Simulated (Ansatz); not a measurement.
Collinear states of CoGe

Computed with DFT r2SCAN, scalar-relativistic, plane waves, PAW (Ansatz).

```cif
data_structure
_symmetry_space_group_name_H-M 'P 1'
_symmetry_Int_Tables_number 1
_cell_length_a 2.8714
_cell_length_b 2.8714
_cell_length_c 3.0056
_cell_angle_alpha 90.000
_cell_angle_beta 90.000
_cell_angle_gamma 90.000
_cell_volume 24.78
loop_
_atom_site_label
_atom_site_type_symbol
_atom_site_fract_x
_atom_site_fract_y
_atom_site_fract_z
_atom_site_occupancy
Co1 Co 0.00000 0.00000 0.00000 1
Ge1 Ge 0.50000 0.50000 0.50000 1
```

* plane-wave cutoff: 500 eV
* Γ-centred k-mesh: 16×16×12
* occupation rule: Gaussian smearing, 0.1 eV
* list of starting moments (μB, in atom order): 3.5 0
* check for lower electronic states after the SCF: off

All runs keep this geometry, which isn't relaxed for the lowest state (largest force there 0.000 eV/Å, pressure -3.0 GPa) and needn't be a stable compound; relaxing each order would shift the differences by some 10 meV/atom, going by the pressures and a bulk modulus of about 150 GPa. A propagation vector, in units of the reciprocal vectors, doubles the cell, which takes an equally dense mesh. r2SCAN tends to overstate moments in metals, so a weak moment here may be absent in the real material. Site moments are spin moments in atom-centred spheres that scale with the neighbour distance. The states are those that the runs reached from these starts; a lower one can exist.

Q: Starts tried: no spin; large parallel starting moments; antiferromagnetic, doubled cell, propagation vector (0, 0, 1/2). Which state comes out lowest, and what are the moments?

A: The lowest state is ferromagnetic, reached from the start “large parallel starting moments”, with site moments (μB) Co +1.01.

```
                                                          start ends energy above lowest (meV/atom) site moments (μB) gap on mesh (eV) P (GPa)
                                                        no spin non-magnetic                             106      none over 0.05             metal     -6.8
                                large parallel starting moments ferromagnetic                            0.00            Co +1.01             metal     -3.0
antiferromagnetic, doubled cell, propagation vector (0, 0, 1/2) antiferromagnetic                            32.0  Co +1.01, Co -1.01             metal     -2.8
```

Cost: 3 runs of about 1.2 core-minutes in all, on AMD EPYC 9R45 (Zen 5) (shared hosts).